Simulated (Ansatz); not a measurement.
All-electron LAPW in Ansatz 0.2.0 under PBEsol, scalar-relativistic, energies extrapolated to zero smearing. Slabs are 1×1 cells cut from bulk crystals relaxed on PAW files, with atoms then relaxed, 16 to 20 Å of vacuum, a dipole correction, k spacings of 0.16 to 0.26 Å⁻¹ and smearing of 0.02 to 0.1 eV, without spin–orbit coupling or spin polarisation. The bulk type named needn't be the stable one, and no reconstruction is allowed.

```csv
slab,area (Å²),γ (J/m²),Φ (eV),Δd12 (%)
"bcc Mo (111), 5 layers",16.96,3.33,3.89,-21.8
"bcc Mo (110), 3 layers",6.92,?,4.76,-3.7
"bcc Mo (110), 5 layers",6.92,3.15,4.63,?
```

Fill in "Δd12 (%)" for the row "bcc Mo (110), 5 layers".

-4.7.

Fill in "γ (J/m²)" for the row "bcc Mo (110), 3 layers".

3.23.
